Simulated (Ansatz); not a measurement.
Zone-centre phonons of TiAl: input and output

Method: DFT PBEsol, scalar-relativistic, plane waves, PAW in Ansatz.

Launched with:
```bash
ansatz run input.yaml --threads 1 --pin off --max-ram 3072MiB --backend cpu --events-out ev --progress --plain --runs-dir out
```

Input (bare energies are in eV):
```yaml
crystal:
  lattice:
    - [2.7967181129, 0.0, 0.0]
    - [0.0, 2.7967181129, 0.0]
    - [0.0, 0.0, 4.0422699541]
  atoms:
    - { symbol: Ti, position: [0.0, 0.0, 0.0] }
    - { symbol: Al, position: [0.5, 0.5, 0.5] }
basis:
  ecutwfc: 420
kpoints:
  mp_grid: { grid: [14, 14, 10] }
hamiltonian:
  xc: pbesol
scf:
  occupations: { method: fermi_dirac, width: 0.15 }
output:
  eigenvalues: true
phonons:
  method: dfpt
  eigenvectors: true
```

The end of the output:
```
--- Phonons (Γ-DFPT): 4 representative perturbations + reference, on 384 of 1960 k-points (Σ response iterations 12) ---
  k mesh reduced under 8 symmetry operations, with k and −k counted as one. Each operation leaves every solved displacement unchanged or reverses it
  ASR residual: 2.745e-3 → 0.000e0 eV/Å²; symmetrization residual: 8.448e-6 eV/Å²
  ASR residual per site (eV/Å²): 2.74e-3 4.65e-5
  Γ frequencies (cm⁻¹): 0.00 0.00 0.00 268.55 268.55 312.27
  non-analytic LO–TO correction: not included (Born effective charges unavailable; polar crystals: no LO–TO splitting at Γ)
```

Time: 47 s on 1 thread of AMD EPYC 7R43 64-Core Processor (Zen 3), on a shared host, peak memory 0.81 GiB.

In a metal, frequencies and elastic constants depend on the k mesh and the smearing, soft modes and shear constants most.